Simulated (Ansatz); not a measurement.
Data:

IrW:
Space group P4/mmm (No. 123); a = b = 2.748 Å, c = 3.898 Å, α = β = γ = 90.00°

```json
[
 {"atom": "Ir", "site": "1a", "symmetry": "4/mmm", "x": "0.0000", "y": "0.0000", "z": "0.0000"},
 {"atom": "W", "site": "1d", "symmetry": "4/mmm", "x": "0.5000", "y": "0.5000", "z": "0.5000"}
]
```

This is the PBEsol-relaxed structure.

**Question.** All from DFT-PBEsol in the program Ansatz with PAW potentials, unless another level is named. Predict the Young's modulus.

**Answer.** 529 GPa.

**Question.** Give the highest zone-centre frequency.

**Answer.** 157 cm⁻¹.

The start of the workflow was typed in or built on a structure type; neither database checked (COD, Materials Project) lists it. COD files the formula under space group No. 51. Whether it is the stable phase at ambient conditions was not checked. Symmetry was held in the PBEsol relaxation; whether a distortion lowers the energy is not shown. The run is not spin-polarised. As this level gives no gap, phonon frequencies hold no LO–TO term and depend on the k-mesh and smearing (Fermi–Dirac, 0.1 eV here). Axis ratios of metals converge slowly with the k-mesh, so a and c are less sure than the volume. Spin–orbit coupling is left out wherever it is not named.

Potentials: the later of the program's two PAW sets.
